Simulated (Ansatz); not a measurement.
In PBE (plane waves, PAW; program Ansatz), Co$_{7}$W$_{6}$ in the trigonal phase (R-3m; Pearson symbol hR13) relaxes to a = 4.750 Å, c = 25.577 Å. Against the elements it lies at -0.050 eV/atom, with no fitted shifts.

Electronic character: metallic (no gap). The magnetic state found is ferromagnetic. The net moment is 0.15 μB per atom.

The start of the workflow was typed in or built on a structure type; neither database checked (COD, Materials Project) lists it. Whether it is the stable phase at ambient conditions was not checked. Symmetry was held in the PBE relaxation; its stability against distortions is not shown here. Spin order of the final state: ferromagnetic, the only order run, not a proven ground state. The volume moved by -22 % from the start of the relaxation. Axis ratios of metals converge slowly with the k-mesh, so a and c are less sure than the volume. The references are the lowest solids computed at this level, not always the standard phases. Scalar-relativistic: spin–orbit coupling is off unless named, which matters more the heavier the elements.

Potentials: the later of the program's two PAW sets.
